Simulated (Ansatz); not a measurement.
# Relaxing a structure of Lu2Se3

The relaxed structure here is a generated cell of Lu2Se3: the first start was made by placing the elements on the sites of a structure type, and the end was not matched to a known phase here, so it may be hypothetical.

The start is a generated cell, Lu2Se3 placed in the stibnite structure type. Cell shape, volume and atoms are optimised at zero target pressure with r2SCAN (plane waves to 500 eV, PAW, scalar-relativistic; Ansatz, a program for electronic structure). The first steps use a coarse 2×5×2 k-mesh.

Input geometry:
```
CELL_PARAMETERS angstrom
     11.81594     0.00000     0.00000
      0.00000     4.01084     0.00000
      0.00000     0.00000    11.75625
ATOMIC_POSITIONS crystal
  Lu 0.97063 0.25000 0.17398
  Lu 0.47063 0.25000 0.32602
  Lu 0.02937 0.75000 0.82602
  Lu 0.52937 0.75000 0.67398
  Lu 0.64939 0.25000 0.96397
  Lu 0.14939 0.25000 0.53603
  Lu 0.35061 0.75000 0.03603
  Lu 0.85061 0.75000 0.46397
  Se 0.29220 0.25000 0.19181
  Se 0.79220 0.25000 0.30819
  Se 0.70780 0.75000 0.80819
  Se 0.20780 0.75000 0.69181
  Se 0.45040 0.25000 0.87700
  Se 0.95040 0.25000 0.62300
  Se 0.54960 0.75000 0.12300
  Se 0.04960 0.75000 0.37700
  Se 0.62460 0.25000 0.56110
  Se 0.12460 0.25000 0.93890
  Se 0.37540 0.75000 0.43890
  Se 0.87540 0.75000 0.06110
```

Question: How much energy is released per atom?

Answer: 0.22 eV/atom.

Question: How do the shortest distances between atoms change?

Answer: The closest pairs of elements (up to four, under 3.6 Å), start → end: Lu–Se 2.56 → 2.82 Å; Se–Se 3.57 → 3.20 Å.

Question: What band gap does the relaxed structure have at this level?

Answer: 0.83 eV, direct at Γ (no spin-orbit coupling).

The space group stays Pnma (No. 62) (the run could not lower it), with 20 atoms in the primitive cell. Final values are on a 3×7×3 k-mesh of the relaxed cell. No spin polarisation in the result.

The run could not lose the symmetry of its start: the end is stationary, and may be a saddle point rather than a minimum.
